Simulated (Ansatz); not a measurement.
The following input was run with Ansatz 0.2.0.

```yaml
crystal:
  lattice:
    - [-1.59121869, 1.59121869, 1.59121869]
    - [1.59121869, -1.59121869, 1.59121869]
    - [1.59121869, 1.59121869, -1.59121869]
  atoms:
    - { symbol: Al, position: [0.0, 0.0, 0.0] }
basis:
  ecutwfc: 500
kpoints:
  mp_grid: { grid: [18, 18, 18] }
hamiltonian:
  xc: r2scan
scf:
  occupations: { method: gaussian, width: 0.1 }
output:
  forces: true
  stress: true
  eigenvalues: true
  write_density: true
  write_potential: true
  elf: true
  volumetric_format: npy
relax:
  adjacent_minimum: "off"
  f_tol: 0.005
  max_steps: 80
  cell: { stress_tol: 0.05 }
```

Command:
```bash
ansatz run input.yaml --threads 1 --pin off --max-ram 2560MiB --backend cpu --events-out ev --progress --plain --runs-dir out
```

Level of theory: Ansatz, DFT r2SCAN, scalar-relativistic, plane waves, PAW.

Part of what the program printed, abridged:

```
Pseudopotentials: kind: paw
Pseudopotential: Al, paw, valence charge 3, recommended cutoff 500 eV (meta_gga)
Functional definition: r2SCAN
Crystal: 1 atom, lattice volume = 16.116 Å³
Basis set: ecut = 500 eV, 381 PW (Γ), exchange–correlation on 96×96×96 points (64 copies of the dense FFT grid, shifted against one another)
Bands: 6, of which v1, the nominal top of the filled ones, is band 2 counted from 1 (1 counted from 0)
Symmetry: 48 space group operations
Space group: Im-3m (ITA 229), of the structure as read, at distance tolerance 2.5e-5 Å
k-points: 195 of 5832
Initial density: superposition of atomic densities (neutral atoms: chi_scale 0, normalization atom), corrected by the library's trained network
Initial wavefunctions: pseudopotential atomic-orbital guess
Functional: x = r2scan, c = r2scan; τ floored in thin density (d = 2e-4 eV/Å³)
SCF iter   1: F=—  HF=-540.292674 eV  |F-HF|=—  |Δ(HF+E_count)|=         —  Δρ=4.04e-3  dr2=2.94e-3  dr2_τ=4.36e-3  ethr=1.77e-3  ⟨swp⟩=4.6  Hψ=10340  notcnv=0
SCF iter   2: F=—  HF=-540.299246 eV  |F-HF|=—  |Δ(HF+E_count)|=   6.57e-3  Δρ=2.79e-3  dr2=1.37e-3  dr2_τ=2.79e-6  ethr=9.79e-5  ⟨swp⟩=3.0  Hψ=3595  notcnv=0  defer=68
SCF iter   3: F=—  HF=-540.299019 eV  |F-HF|=—  |Δ(HF+E_count)|=   2.27e-4  Δρ=1.52e-3  dr2=3.92e-4  dr2_τ=5.47e-7  ethr=4.58e-5  ⟨swp⟩=1.0  Hψ=1092  notcnv=0  defer=68
SCF iter   4: F=—  HF=-540.298966 eV  |F-HF|=—  |Δ(HF+E_count)|=   5.38e-5  Δρ=5.49e-4  dr2=4.98e-5  dr2_τ=3.96e-8  ethr=1.31e-5  ⟨swp⟩=1.0  Hψ=1092  notcnv=0  defer=68
SCF iter   5: F=—  HF=-540.298960 eV  |F-HF|=—  |Δ(HF+E_count)|=   5.18e-6  Δρ=1.15e-4  dr2=2.16e-6  dr2_τ=1.45e-9  ethr=1.66e-6  ⟨swp⟩=1.0  Hψ=1092  notcnv=0  defer=68
SCF iter   6: F=-540.298960 eV  HF=-540.298960 eV  |F-HF|=2.66e-9  |Δ(HF+E_count)|=   1.86e-7  Δρ=1.33e-5  dr2=2.81e-8  dr2_τ=2.06e-11  ethr=3.33e-9  ⟨swp⟩=6.7  Hψ=5480  notcnv=0
SCF 1 converged in 6 iterations: F = -540.298960 eV  dr2 = 2.81e-8
relax step   1: F+E_penalty+E_count = -540.29896018 eV  Δ(F+E_penalty+E_count) = +0.000e0 eV  max|allowed force component| = 0.000e0 eV/Å  Δτ_max = 0.0000 Å  P = +0.469 GPa  Ω = 16.116 Å³  (6 SCF iters, dr2 threshold 1.00e-7 eV, accepted)
Crystal: 1 atom, lattice volume = 16.212 Å³
Initial density: handed on by an earlier stage of this run
Initial wavefunctions: those handed on with the density
SCF iter   1: F=—  HF=-540.299098 eV  |F-HF|=—  |Δ(HF+E_count)|=         —  Δρ=1.49e-4  dr2=4.06e-6  dr2_τ=2.84e-6  ethr=1.23e-7  ⟨swp⟩=2.5  Hψ=11363  notcnv=0
SCF iter   2: F=—  HF=-540.299093 eV  |F-HF|=—  |Δ(HF+E_count)|=   4.86e-6  Δρ=9.90e-5  dr2=1.81e-6  dr2_τ=9.72e-9  ethr=1.23e-7  ⟨swp⟩=2.0  Hψ=1464  notcnv=0
SCF iter   3: F=—  HF=-540.299092 eV  |F-HF|=—  |Δ(HF+E_count)|=   9.72e-7  Δρ=2.67e-5  dr2=1.21e-7  dr2_τ=1.75e-10  ethr=6.04e-8  ⟨swp⟩=1.0  Hψ=1175  notcnv=0
SCF iter   4: F=-540.299092 eV  HF=-540.299092 eV  |F-HF|=1.29e-9  |Δ(HF+E_count)|=   1.45e-8  Δρ=9.15e-6  dr2=1.37e-8  dr2_τ=1.08e-11  ethr=3.33e-9  ⟨swp⟩=5.5  Hψ=3269  notcnv=0
SCF 2 converged in 4 iterations: F = -540.299092 eV  dr2 = 1.37e-8
relax step   2: F+E_penalty+E_count = -540.29909192 eV  Δ(F+E_penalty+E_count) = -1.317e-4 eV  max|allowed force component| = 0.000e0 eV/Å  Δτ_max = 0.0000 Å  P = -0.018 GPa  Ω = 16.212 Å³  energy of the carried Pulay correction = -2.627e-6 eV  (4 SCF iters, dr2 threshold 1.00e-7 eV, accepted)
Initial wavefunctions: pseudopotential atomic-orbital guess (no wavefunctions were taken with the density)
SCF iter   1: F=—  HF=-540.299095 eV  |F-HF|=—  |Δ(HF+E_count)|=         —  Δρ=9.19e-6  dr2=1.37e-8  dr2_τ=4.56e-11  ethr=8.01e-10  ⟨swp⟩=3.3  Hψ=14191  notcnv=0
SCF iter   2: F=—  HF=-540.299095 eV  |F-HF|=—  |Δ(HF+E_count)|=  9.55e-10  Δρ=4.49e-6  dr2=3.26e-9  dr2_τ=2.39e-12  ethr=4.58e-10  ⟨swp⟩=1.0  Hψ=1170  notcnv=0
SCF iter   3: F=-540.299095 eV  HF=-540.299095 eV  |F-HF|=2.27e-13  |Δ(HF+E_count)|=  3.31e-10  Δρ=3.35e-8  dr2=5.74e-14  dr2_τ=5.27e-15  ethr=1.00e-12  ⟨swp⟩=4.4  Hψ=4735  notcnv=0
SCF 3 converged in 3 iterations: F = -540.299095 eV  dr2 = 5.74e-14
SCF converged after 3 iterations
Free energy (F): -540.299095 eV
Harris-Foulkes:  -540.299095 eV  (|F-HF|=2.27e-13)
Internal energy: -540.296754 eV  (E = F + TS)
E sigma→0 (E₀):  -540.297924 eV
Entropy (-TS):   -0.002341 eV (-2.341 meV/atom)
Fermi energy:    8.201545 eV
--- Per-component energies (eV) ---
  E_band       = 10.255143
  E_kinetic    = 23.162266
  E_local      = 10.601826  (includes V_loc(G=0)·N_el)
  E_nonlocal   = 9.726568
  E_hartree    = 0.082447
  E_xc         = -36.772936
  E_vxc        = -31.251733  (∫ρ·V_xc dr)
  E_paw        = -473.083865  (= ΣΔE_a)
  E_vpaw       = -3.391251  (= ΣTr[D̂ρ^β])
  E_aug_tail   = -0.000001  (compensation charges beyond the density's cutoff)
  E_vtau       = 1.242575  (kinetic-family band-sum trace: ∫τ·v_τ [+ j·A + Jᵃ·Aᵃ] dr)
  E_ewald      = -73.952951
  E_core_change = -0.060108  (= ΣΔE_core)
  E_smearing   = -0.002341  (= −TS)
--- Forces (eV/Å), atoms counted from 1 ---
  atom   1  Al     0.00000000     0.00000000     0.00000000
--- Stress (GPa, compression-positive) ---
       -0.018292       0.000000       0.000000
        0.000000      -0.018292       0.000000
        0.000000       0.000000      -0.018292
  P = ⅓ Tr σ = -0.0183 GPa (-0.183 kbar)
--- Band table (eV; the first three rows and the last of 195) ---
  k-point 0: bands = ["-3.8130", "22.2665", "22.2665", "22.2665", "24.3844", "24.3844"]
  k-point 1: bands = ["-3.7175", "21.1421", "21.6709", "21.8656", "23.8357", "24.6362"]
  k-point 2: bands = ["-3.4314", "18.8861", "20.6965", "20.9817", "22.8472", "23.8208"]
  k-point 194: bands = ["10.2090", "10.2090", "10.2090", "11.1106", "11.1106", "14.8784"]
--- Relaxed structure (2 steps of the walk, 2 accepted, 1 SCFs on fresh bases) ---
  F+E_penalty+E_count = -540.29909451 eV   max|allowed force component| = 0.000e0 eV/Å   (the final SCF, on the basis selected at the relaxed cell)
  cell:  # Å, volume = 16.2116 Å³
    - [-1.59436857, 1.59436857, 1.59436857]
    - [1.59436857, -1.59436857, 1.59436857]
    - [1.59436857, 1.59436857, -1.59436857]
  atoms:
    - { symbol: Al, position: [0.0, 0.0, 0.0] }
```

The relaxation met its thresholds.

Time: 7 s on 1 thread of Intel(R) Xeon(R) Platinum 8488C (Sapphire Rapids) (shared host), peak memory 0.39 GiB.